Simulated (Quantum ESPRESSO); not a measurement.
```yaml
crystal:
  lattice:
    - [0.00000, 2.83146, 2.83146]
    - [2.83146, 0.00000, 2.83146]
    - [2.83146, 2.83146, 0.00000]
  atoms:
    - { symbol: Be, position: [0.00000, 0.00000, 0.00000] }
    - { symbol: Te, position: [0.75000, 0.75000, 0.75000] }
```
The geometry is a computed Materials Project entry, not a measured one. It is BeTe in F-43m; whether this form has been observed was not checked. Stability against distortions was not tested.

With PBE (σ by GIPAW in a modified build of Quantum ESPRESSO; JTH PAW datasets, 20 Ha):

| quantity | PBE |
|---|---|
| σ_iso Be (ppm) | 85.9 |
| σ_iso Te (ppm) | 3756.4 |

These are absolute shieldings with no macroscopic susceptibility term; δ = σ_ref − σ needs a reference computed alike. In our sweeps, cutoffs and meshes of this size left a few ppm, and up to some 20 ppm on atoms from Zn on. Spin–orbit coupling is left out; its weight grows with the heaviest atom, Te here. The datasets of Te hold no d projectors, which limits absolute σ on these atoms. The structure is static (0 K, no zero-point motion).

Question: What does the LDA, on its own JTH datasets and the same geometry, give?

Answer: 
```tsv
quantity	LDA	LDA − PBE
σ_iso Be (ppm)	83.1	-2.8
σ_iso Te (ppm)	3677.1	-79.3
```
